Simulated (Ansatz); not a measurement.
**LaAs (Fm-3m): from strained cells to moduli**

```xyz
2
Lattice="0.0000 3.0557 3.0557 3.0557 0.0000 3.0557 3.0557 3.0557 0.0000" Properties=species:S:1:pos:R:3 pbc="T T T"
La    3.0557    3.0557    3.0557
As    0.0000    0.0000    0.0000
```

Level of theory, where no other is named: PBEsol, all-electron LAPW in Ansatz 0.2.0, scalar-relativistic. k mesh 12×12×12, Fermi-Dirac smearing of 0.050 eV, basis error target 1 meV/atom. The cell was relaxed by PAW under this functional.

The cell is cubic and carries a residual pressure of -0.01 GPa at this level. Each strain component that symmetry leaves independent is applied at ±0.005, the ions relax wherever a strain frees them, and the stress (tension positive, GPa) is read. Shears are engineering strains, γ = 2ε.

| strain | size | σxx | σyy | σzz | σyz | σxz | σxy |
| --- | --- | --- | --- | --- | --- | --- | --- |
| xx | -0.005 | -0.8516 | -0.0985 | -0.0985 | 0.0000 | 0.0000 | 0.0000 |
| xx | +0.005 | 0.8301 | 0.1258 | 0.1258 | 0.0000 | 0.0000 | 0.0000 |
| yz | -0.005 | 0.0149 | 0.0144 | 0.0144 | -0.1434 | 0.0000 | 0.0000 |
| yz | +0.005 | 0.0149 | 0.0144 | 0.0144 | 0.1434 | 0.0000 | 0.0000 |

A central difference gives one constant, for example C11 ≈ (0.8301 − (-0.8516))/(0.01) = 168.2 GPa; the program then imposes the crystal's symmetry on the whole matrix.

**Question.** What are the independent elastic constants?

**Answer.** C11 = 168.2, C12 = 22.4, C44 = 28.7 GPa.

**Question.** Do they meet the Born conditions?

**Answer.** C11 − C12 = 145.7, C11 + 2C12 = 213.0 and C44 = 28.7 GPa must all be positive, so the crystal is elastically stable; that says nothing yet of its phonons.

**Question.** What moduli does a random aggregate of grains have?

**Answer.** B = (C11 + 2C12)/3 = 71.0 GPa. G_V = (C11 − C12 + 3C44)/5 = 46.3 and G_R = 5(C11 − C12)C44/(4C44 + 3(C11 − C12)) = 37.9, so G_H = 42.1 GPa. Then E = 9BG/(3B + G) = 105.5 GPa, ν = (3B − 2G)/(6B + 2G) = 0.252 and B/G = 1.69, on the brittle side of Pugh's 1.75 (a rule of thumb).

**Question.** With the density of 6.223 g/cm³, how fast does sound travel, and what Debye temperature follows?

**Answer.** 

```csv
direction,slow (m/s),middle (m/s),fast (m/s)
[100],2146,2146,5199
[110],2146,3422,4463
[111],3057,3057,4190
```

The mean of v⁻³ over directions and branches gives v_m = 2825 m/s and θ_D = (ħ/k_B) v_m (6π²n)^(1/3) = 275 K, n being atoms per volume. Young's modulus spans 76 to 163 GPa over directions, and the universal anisotropy index is 1.12.

**Question.** How far do the constants move if PAW replaces LAPW in the same cell?

**Answer.** 

```json
{"constant": "C11", "LAPW (GPa)": "168.2", "PAW (GPa)": "167.9", "difference": "-0.3"}
{"constant": "C12", "LAPW (GPa)": "22.4", "PAW (GPa)": "22.4", "difference": "0.0"}
{"constant": "C44", "LAPW (GPa)": "28.7", "PAW (GPa)": "28.6", "difference": "-0.1"}
```

**Question.** How far do the constants move if all-electron PAW (datasets made for the crystal) replaces LAPW in the same cell?

**Answer.** 

```
constant  LAPW (GPa)  all-electron PAW (datasets made for the crystal) (GPa)  difference
     C11       168.2                                                   168.1        -0.1
     C12        22.4                                                    22.5         0.1
     C44        28.7                                                    28.6        -0.1
```

**Question.** What happens at 2 GPa (cell relaxed there)?

**Answer.** The volume falls to 0.9731 of its value, and C11 = 188.9, C12 = 24.2, C44 = 28.0 GPa (slopes of the stress), in this structure whether or not another phase takes over.

Limits of these numbers: responses of metals move with mesh and smearing; the frozen-core PAW files of the compared runs were fitted under PBE, their cores solved anew for this functional.
